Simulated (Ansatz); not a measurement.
Computed properties of VS

VS:
```
VS
1.0
    3.11797     0.00000     0.00000
   -1.55899     2.70024     0.00000
    0.00000     0.00000     6.06162
V S
2 2
Direct
  0.00000   0.00000   0.00000
  0.00000   0.00000   0.50000
  0.66667   0.33333   0.25000
  0.33333   0.66667   0.75000
```

Space group P6_3/mmc (No. 194), NiAs type; conventional cell a = 3.1180 Å, b = 3.1180 Å, c = 6.0616 Å, α = 90.00°, β = 90.00°, γ = 120.00°.

Method: PBEsol in the plane-wave PAW code Ansatz. The cell and atoms are relaxed at this level. Other levels are named where they apply.

Cell and energy:

```yaml
volume_per_atom: 12.76 Å³
density: 5.40 g/cm³
Formation energy from the elements (no fitted shifts): -1.05 eV/atom
```

Electronic structure:

```yaml
electronic_character: metallic (no gap)
Density of states at the Fermi level: 0.67 states/eV per atom (mean over ±0.08 eV)
```

Mechanics:

```yaml
Bulk modulus (Birch–Murnaghan fit): 182 GPa
Pressure derivative B′: 4.5
Elastic constants (relaxed ions, GPa): C11 = 296, C12 = 95.4, C13 = 125, C33 = 404, C44 = 196
mechanical_stability: stable (all eigenvalues of C positive)
hill_bulk_and_shear_moduli: 185 and 135 GPa
Young's modulus: 326 GPa
Poisson's ratio: 0.21
debye_temperature_from_the_elastic_constants: 704 K
```

Phonons:

```yaml
highest_zone_centre_frequency: 409 cm^-1
zone_centre_stability: no imaginary mode at Γ
```

The first step of the workflow began from a Materials Project structure, measured or hypothetical; the Crystallography Open Database files this formula in space group No. 194, but the cells were not matched. Whether it is the stable phase at ambient conditions was not checked. Symmetry was held in the PBEsol relaxation. No spin polarisation was allowed. As this level gives no gap, shear constants depend on the k-mesh and smearing (Fermi–Dirac, 0.1 eV here). As this level gives no gap, phonon frequencies hold no LO–TO term and depend on the k-mesh and smearing (Fermi–Dirac, 0.1 eV here). On the denser mesh and wider smearing of the elastic run this cell carries a stress of 0.4 GPa. The references are the lowest solids computed at this level, not always the standard phases.

Potentials: the later of the program's two PAW sets.
